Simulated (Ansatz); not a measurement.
Simulated powder pattern, Cu Kα1, λ = 1.54056 Å (kinematic, ideal powder, no thermal factors, no anomalous dispersion; the 30 strongest lines at most, above 1 %, up to 2θ = 90°):

```
2θ (°)  I/Imax (%)
------  ----------
32.06           38
37.19          100
53.61           59
63.85           16
67.06           18
79.25          7.7
88.06          6.9
```

The pattern belongs to a structure relaxed with the program Ansatz at the PBE level (PAW).

The compound is CaO.

Task: Give the crystal system and the lattice parameters.

Result: cubic, Fm-3m; a = 4.831 Å.

The cell was relaxed with PBE under the symmetry of its start; phonons on a q-mesh show no instability.

Potentials: the later of the program's two PAW sets.
